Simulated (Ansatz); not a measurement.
RuB2: strain energy, fitted

RuB2, Pmmn, a = 2.870 Å, b = 4.640 Å, c = 4.038 Å. The structure is a COD entry; whether it is the stable form wasn't checked. Ansatz: r2SCAN, PAW, 500 eV, Γ-centred 12×8×10 mesh on 6 atoms, Gaussian smearing 0.10 eV; no spin polarisation. Series: biaxial strain in the a-b plane, c and atoms relaxed; x is the strain in per cent. y is the free energy over the unstrained cell, V0 = 8.964 Å³/atom.

```
x (%) y (meV/atom)
 -4.5         82.43
 -3.0         35.17
 -1.5             ?
  0.0          0.00
  1.5          7.75
  3.0         29.65
  4.5         63.71
```

Problem. Fit y = c2 x² + c3 x³ to the other rows, turn c2 into a modulus, and predict the missing energy.

Solution. Least squares on the rows shown. y = 3.6071 x² − 0.10268 x³. In eV per unit strain² c2 is 36.07; M is the biaxial modulus (E = M V0 ε²): 36.07 × 160.2 / (8.964) = 645 GPa. At x = -1.5 the fit asked for gives 8.46 meV/atom. The run gave 8.44 meV/atom, so the fit is 0.02 meV/atom too high, within the rms miss on the fitted rows (0.04 meV/atom).

Cost: 7 runs of about 20 core-minutes in all, on Intel Xeon Processor @ 2.70GHz (shared hosts).